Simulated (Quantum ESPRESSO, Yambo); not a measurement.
**G0W0 results for WOF$_{4}$**

```
CELL_PARAMETERS angstrom
     -3.32388     3.32388     1.99616
      3.32388    -3.32388     1.99616
      3.32388     3.32388    -1.99616
ATOMIC_POSITIONS crystal
  O  0.56326 0.56326 0.00000
  F  0.33887 0.99546 0.18366
  F  0.15521 0.33887 0.34341
  F  0.81180 0.15521 0.81634
  F  0.99546 0.81180 0.65659
  W  0.99630 0.99630 0.00000
```

Cell and atoms were relaxed with PBE+D3(BJ) from Materials Project entry mp-752955, within its symmetry.

Starting point: norm-conserving PBEsol (Quantum ESPRESSO, 84 Ry, without SOC). G0W0 in Yambo: 4×4×4 Γ-centred k mesh, bands 2 to 129 and a 7 Ry block in the screening, 129 bands in G with the Bruneval-Gonze terminator, plasmon pole fitted at 27.2 eV.

| Item | Result |
|---|---|
| PBEsol gap along the band path | 4.58 eV |
| PBEsol gap between the mesh's edge points ((0, -0.5, 0.25) → M) | 4.58 eV |
| G0W0 gap between the same points | 8.19 eV |
| PBEsol smallest direct gap on the mesh (at (0.25, 0.25, -0.25)) | 4.68 eV |
| G0W0 direct gap at that point | 8.31 eV |

| k point | band | E PBEsol (eV) | E QP (eV) | shift (eV) | Z |
|---|---|---|---|---|---|
| Γ | VB | -0.73 | -2.19 | -1.45 | 0.80 |
| Γ | CB | 4.76 | 6.97 | 2.22 | 0.83 |
| X | VB | -0.58 | -2.03 | -1.45 | 0.79 |
| X | CB | 4.69 | 6.88 | 2.19 | 0.83 |
| N | VB | 0.00 | -1.45 | -1.45 | 0.79 |
| N | CB | 4.69 | 6.88 | 2.19 | 0.83 |
| (0, -0.5, 0.25) | VB | 0.00 | -1.45 | -1.45 | 0.79 |
| (0, -0.5, 0.25) | CB | 4.69 | 6.88 | 2.19 | 0.83 |
| P | VB | 0.00 | -1.46 | -1.46 | 0.79 |
| P | CB | 4.71 | 6.90 | 2.19 | 0.83 |
| (0.25, 0.25, -0.25) | VB | 0.00 | -1.46 | -1.45 | 0.79 |
| (0.25, 0.25, -0.25) | CB | 4.67 | 6.86 | 2.18 | 0.83 |
| M | VB | -0.55 | -2.34 | -1.79 | 0.79 |
| M | CB | 4.58 | 6.74 | 2.15 | 0.83 |

Energies count from the PBEsol valence-band maximum.

Nearest settings tried, and what they do to the gap: 87 bands in W, 87 bands in G: +59 meV; 2 Ry block (37 vectors against 199): +480 meV. Not varied: mesh. So the settings aren't converged at that level.

Spin-orbit coupling is left out, which matters for elements this heavy: edges can move by tenths of an eV.

The structure is a Materials Project entry; no match was found in the copy of COD used, and its stability was not checked.
